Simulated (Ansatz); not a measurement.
**NMR crystallography of MgS with Ca replacing Mg: given against relaxed positions**

Start: a supercell of MgS (rock salt type, Fm-3m) built from a Materials Project structure (computed, not necessarily an observed phase), with all atoms left at the host's positions.

Space group Fm-3m (No. 225); a = 15.6264 Å.

| site | Wyckoff | site symmetry | x | y | z |
| --- | --- | --- | --- | --- | --- |
| Ca | 4a | m-3m | 0.0000 | 0.0000 | 0.0000 |
| Mg2 | 48h | m.m2 | 0.1667 | 0.1667 | 0.0000 |
| Mg5 | 32f | .3m | 0.3333 | 0.1667 | 0.1667 |
| Mg15 | 24e | 4m.m | 0.5000 | 0.5000 | 0.3333 |
| S28 | 32f | .3m | 0.1667 | 0.1667 | 0.1667 |
| S30 | 24e | 4m.m | 0.5000 | 0.5000 | 0.1667 |
| S32 | 48i | m.m2 | 0.5000 | 0.3333 | 0.3333 |
| S41 | 4b | m-3m | 0.5000 | 0.5000 | 0.5000 |

One atom of each set is listed; the run and its k-mesh use a cell of 54 atoms with edges of 11.05, 11.05, 11.05 Å.

Level of theory: DFT, PBE, plane waves and PAW, scalar-relativistic, 420 eV cutoff, Γ-centred 2×2×2 k-points, Fermi–Dirac smearing 0.01 eV (Ansatz 0.2.0).

The largest force at the start is 1.1 eV/Å. Relaxing the ions at fixed cell moves them by 0.100 Å at most (atom 30, S) and 0.035 Å rms.

```tsv
site	moved (Å)	first shell before	first shell after	V_zz before (10²¹ V/m²)	η before
Ca	0.000	6 S at 2.60 Å	6 S at 2.70 Å	0.00	–
Mg2	0.017	6 S at 2.60 Å	6 S at 2.59–2.62 Å	-0.015	0.79
Mg15	0.018	6 S at 2.60 Å	6 S at 2.52–2.60 Å	-0.10	0.00
S28	0.001	6 Mg at 2.60 Å	6 Mg at 2.60–2.61 Å	0.010	0.00
S30	0.100	5 Mg at 2.60 Å, 1 Ca at 2.60 Å	5 Mg at 2.52–2.62 Å, 1 Ca at 2.70 Å	-2.81	0.00
S32	0.001	6 Mg at 2.60 Å	6 Mg at 2.59–2.60 Å	0.026	0.53
```

Q: What are V_zz and η after the relaxation?

A: 

```
site  V_zz after  η after  change of V_zz
  Ca        0.00        –            0.00
 Mg2      -0.059     0.94               –
Mg15       -0.40     0.00           -0.30
 S28      -0.030     0.00           -0.04
 S30       -2.28     0.00           +0.53
 S32       -0.57     0.25               –
```

The largest change of V_zz along a kept axis is on S30, from -2.81 to -2.28. In per cent, |V_zz| changes by -19 on S (all sites that start above 0.5). On S32, Mg2 the largest principal value lies along another axis in the second run, so the two V_zz can't be compared directly. Other sites with |V_zz| of 0.02 or less aren't listed.

The defect repeats with the cell of 54 atoms, so it feels its images: sites between two images don't show the values beside a lone defect, and zeros or small values of η there can come from the images' arrangement.
Before: The neighbours have not yet relaxed around the defect (largest force 1.1 eV/Å), so a real crystal will differ.
After: The relaxation keeps the site symmetry m-3m of the start, so the impurity can't leave its site; a start off the site could end lower.
